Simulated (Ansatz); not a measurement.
**Structures of Na₃C: which is lowest?**

Plane-wave DFT in Ansatz with scalar-relativistic PAW potentials, cutoff 420 eV, Γ-centred meshes chosen by cell and gap, Gaussian smearing with energies taken to zero width. Every cell was relaxed (cell and atoms) in a run of its own, within the symmetry of its start. Functional: PBE.

Relaxed structures (starts from databases or built by putting these elements on another compound's sites):
A. Pm-3m, 4 atoms in the computed cell, a = 4.274 Å; sites (symmetry × multiplicity) Na 4/mm.m × 3, C m-3m × 1; start: built
B. P6_3/mmc, 8 atoms in the computed cell, a = 7.467 Å, c = 3.930 Å; sites (symmetry × multiplicity) Na mm2 × 6, C -6m2 × 2; start: built

Task: Rank them by energy. Could pressure change the order?

Result:
| structure | group | E − E(lowest) (meV/atom) | V (Å³/atom) | gap on mesh (eV) |
| --- | --- | --- | --- | --- |
| B | P6_3/mmc | 0.0 | 23.72 | 0.00 |
| A | Pm-3m | 112 | 19.52 | 0.00 |

B is lowest, 112 meV/atom under A. A is denser by 4.20 Å³/atom, so pressure favours it: ΔE/ΔV, with ΔE in eV and 1 eV/Å³ = 160.2 GPa, gives about 4.3 GPa for equal enthalpy if both cells were rigid, a rough figure since the two compress differently. Other structures may lie lower than all of these, and vibrations aren't counted.

Magnetic cells started from one order each; another order can shift an energy by tens of meV per atom.